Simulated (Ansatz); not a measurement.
All numbers below come from Ansatz 0.2.0, DFT PBE, scalar-relativistic, plane waves, PAW. The final run on the 7-atom cell used 420 eV, a Γ-centred 6×6×6 mesh, 0.02 eV smearing and no spin polarisation.

Energies over the elements count from the elements' standard structures at the same level, with no fitted energy shifts.

Question: Give a relaxed trial structure of a cubic semiconductor made of As and Zr, with a gap near 1.0 eV, a formation energy near −0.36 eV/atom and about 29 Å³ per atom, in a cell of 7 atoms.

Answer: Zr₃As₄, space group P-43m (No. 215). Around Zr lie 4 As at 2.62 Å; As has 3 Zr at 2.62 Å.

```
Zr As
1.0
     5.88382    0.00000    0.00000
     0.00000    5.88382    0.00000
     0.00000    0.00000    5.88382
Zr As
3 4
Cartesian
  0.0000 0.0000 2.9419
  0.0000 2.9419 0.0000
  2.9419 0.0000 0.0000
  1.5779 1.5779 1.5779
  1.5779 4.3059 4.3059
  4.3059 1.5779 4.3059
  4.3059 4.3059 1.5779
```

The volume per atom is 29.10 Å³ and the density is 4.67 g/cm³. The energy over the elements is −0.363 eV/atom and the gap on the 6×6×6 mesh of the 7-atom cell is 0.95 eV.

The structure comes from a generated guess, relaxed at this level; another structure or a mixture of phases may lie lower. Other answers may fit too; this one was computed.

Kohn–Sham gaps at this level usually fall short of measured ones. The reference form of As is held partly by dispersion forces, which this level lacks. A structure relaxed within its symmetry needn't be a true minimum.
